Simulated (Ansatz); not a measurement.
## Computed properties of RuW

RuW:
```xyz
2
Lattice="2.7868 0.0000 0.0000 0.0000 2.7868 0.0000 0.0000 0.0000 3.7955" Properties=species:S:1:pos:R:3 pbc="T T T"
Ru     1.3934     1.3934     1.8978
W      0.0000     0.0000     0.0000
```

Space group P4/mmm (No. 123), L1₀ or tetragonal B2; conventional cell a = b = 2.787 Å, c = 3.796 Å, α = β = γ = 90.00°.

Method: r²SCAN in the plane-wave PAW code Ansatz. Geometry: relaxed at this level of theory. Other levels are named where they apply.

### Cell and energy

```json
{
  "volume_per_atom": "14.74 Å³",
  "density": "16.05 g/cm³",
  "Formation energy from the elements (no fitted shifts)": "0.078 eV/atom"
}
```

### Electronic structure

```json
{
  "electronic_character": "metallic (no gap)",
  "Density of states at the Fermi level": "0.95 states/eV per atom (mean over ±0.08 eV)",
  "Gap with spin–orbit coupling": "none (metallic)"
}
```

### Mechanics

```json
{
 "Bulk modulus (Birch–Murnaghan fit)": "324 GPa",
 "Pressure derivative B′": "4.4"
}
```

### Charges

```json
{
  "bader_charges": "Ru -0.60, W +0.60 e"
}
```

A made-up cell: these elements were put on the sites of a structure type; neither database checked (COD, Materials Project) lists it. Whether it is the stable phase at ambient conditions was not checked. The r²SCAN relaxation kept the symmetry of its start; whether a distortion lowers the energy is not shown. No spin polarisation was allowed. Axis ratios of metals converge slowly with the k-mesh, so a and c are less sure than the volume. The references are the lowest solids computed at this level, not always the standard phases. Spin–orbit coupling is left out wherever it is not named.

Potentials: the earlier of the program's two PAW sets.
